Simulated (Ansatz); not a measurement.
# Ti3Se: changing the functional

```cif
data_structure
_symmetry_space_group_name_H-M 'P-6m2'
_symmetry_Int_Tables_number 187
_cell_length_a 3.1974
_cell_length_b 3.1974
_cell_length_c 7.9427
_cell_angle_alpha 90.000
_cell_angle_beta 90.000
_cell_angle_gamma 120.000
_cell_volume 70.32
loop_
_atom_site_label
_atom_site_type_symbol
_atom_site_symmetry_multiplicity
_atom_site_Wyckoff_symbol
_atom_site_fract_x
_atom_site_fract_y
_atom_site_fract_z
_atom_site_occupancy
Se1 Se 1 a 0.00000 0.00000 0.00000 1
Ti1 Ti 1 f 0.66667 0.33333 0.50000 1
Ti2 Ti 2 h 0.33333 0.66667 0.77290 1
```

The cell comes from a database or a generator and needn't be the stable form of this composition.

Kept alike: task band structure; k mesh 10 × 10 × 4; occupations fermi-dirac, width 0.05 eV; no spin polarisation. Program: Ansatz, Ansatz PAW. Cutoffs run from 420 to 500 eV. The mesh is that of the run's cell of 4 atoms. No spin-orbit coupling.

```csv
functional,pressure (GPa)
LDA,-7.97
PBE,0.14
PBEsol,-4.45
r2SCAN,-0.70
```

Pressure is positive in compression, with a Pulay correction for the finite cutoff. For a metal such a mesh leaves the last digits unconverged. All rows use potentials made for PBE.

The pressure runs from -7.97 (LDA) to 0.14 GPa (PBE). From PBE: LDA -8.11; PBEsol -4.59; r2SCAN -0.84.
